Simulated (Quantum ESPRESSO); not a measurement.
Space group Fm-3m (No. 225); a = b = c = 5.131 Å, α = β = γ = 90.00°

```tsv
atom	site	symmetry	x	y	z
Mg	4a	m-3m	0.0000	0.0000	0.0000
S	4b	m-3m	0.5000	0.5000	0.5000
```
(The calculation used a cell of 2 atoms; values per cell refer to that cell.)

Cell and atoms were relaxed with LDA from Materials Project entry mp-1315, within its symmetry.

Question: What does norm-conserving LDA (Quantum ESPRESSO, 84 Ry, without SOC) give for the electronic structure near the Fermi level?

Answer: The LDA gap is indirect, 2.65 eV, from Γ to X; the smallest direct gap is 3.81 eV.
